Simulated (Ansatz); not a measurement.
## La2Os2I: what a change of scf.initial_density.chi_scale, hamiltonian.hubbard does

All numbers are calculated (PBEsol, no spin polarisation, no spin-orbit coupling; Ansatz, PAW set soft_2, 420 eV, k-mesh 9×9×2), not measured. These are the settings of the reference run.

Cell:

```
CELL_PARAMETERS angstrom
4.26339 0.00000 0.00000
-2.13170 3.69221 0.00000
0.00000 0.00000 17.76096
ATOMIC_POSITIONS crystal
I 0.66667 0.33333 0.75000
I 0.33333 0.66667 0.25000
La 0.00000 0.00000 0.61040
La 0.00000 0.00000 0.38960
La 0.00000 0.00000 0.11040
La 0.00000 0.00000 0.88960
Os 0.66667 0.33333 0.99743
Os 0.33333 0.66667 0.00257
Os 0.33333 0.66667 0.49743
Os 0.66667 0.33333 0.50257
```

The reference run of this cell is solved again as a single point with these keys changed:

| key | reference run | changed run |
| --- | --- | --- |
| scf.initial_density.chi_scale | not typed | 0.1 |
| hamiltonian.hubbard | not typed | {sites: [{species: La, l: f, u_eff: 5.0}], double_counting: fll} |

**Question.** How does the changed run end?

**Answer.** 

```
            quantity  reference run  changed run
      pressure (GPa)            0.0          1.1
largest force (eV/Å)           0.00         0.21
gap on the mesh (eV)           0.00         0.00
```

The Hamiltonian isn't the same, so energies aren't compared. It took 13 iterations.

Caveats: a single point, atoms not relaxed again; a change of U can also leave the f or d shell in another state.
